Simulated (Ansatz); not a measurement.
TiHg (space group P4/mmm)

```yaml
crystal:
  lattice:
    - [2.98407, 0.00000, 0.00000]
    - [0.00000, 2.98407, 0.00000]
    - [0.00000, 0.00000, 4.11248]
  atoms:
    - { symbol: Ti, position: [0.50000, 0.50000, 0.50000] }
    - { symbol: Hg, position: [0.00000, 0.00000, 0.00000] }
```

In each cell atom 1 (Ti, nearest neighbour Hg at 2.946 Å; its periodic images, 3.0 Å or more away, move with it) moves by s·(0.707, 0.707, 0.000) (along Cartesian [110]), the rest being held.

All values below come from r2SCAN (plane waves to 500 eV, PAW, scalar-relativistic; Ansatz, a quantum-chemistry and plane-wave program). k mesh 13×13×9 (Γ-centred), Fermi-Dirac smearing 0.05 eV. With partly filled bands, energies and forces of such displacements shift with the k mesh and the smearing. F∥ is the force on the atom along that direction. Spin-orbit coupling is left out, though Hg is heavy. TiHg is run without spin polarisation. TiHg was relaxed with its symmetry unable to fall. 

| s (Å) | F∥ (eV/Å) |
|---|---|
| -0.880 | 3.823 |
| -0.704 | 2.807 |
| -0.528 | 1.902 |
| -0.352 | 1.145 |
| -0.176 | 0.530 |
| 0.000 | 0.000 |
| 0.176 | -0.530 |
| 0.352 | -1.145 |
| 0.528 | -1.902 |
| 0.704 | -2.807 |
| 0.880 | -3.823 |

### Question
What is the force constant k = d²E/ds² of this move at s = 0?

### Answer
2.93 eV/Å². The forces along the line at the two nearest points give (0.530 − (-0.530)) / (2·0.176) = 3.01 eV/Å²; the next pair corrects for the finite step.

### Question
With two atoms in the cell this is the zone-centre optical mode. What wavenumber follows?

### Answer
144 cm⁻¹. Reduced mass μ = 38.65 u; ν̃ = 521.5·√(k/μ) with k = 2.93 eV/Å².

(A displaced cell: forces are minus the slopes of the energy, force constants its curvatures, and phonons follow from these.)
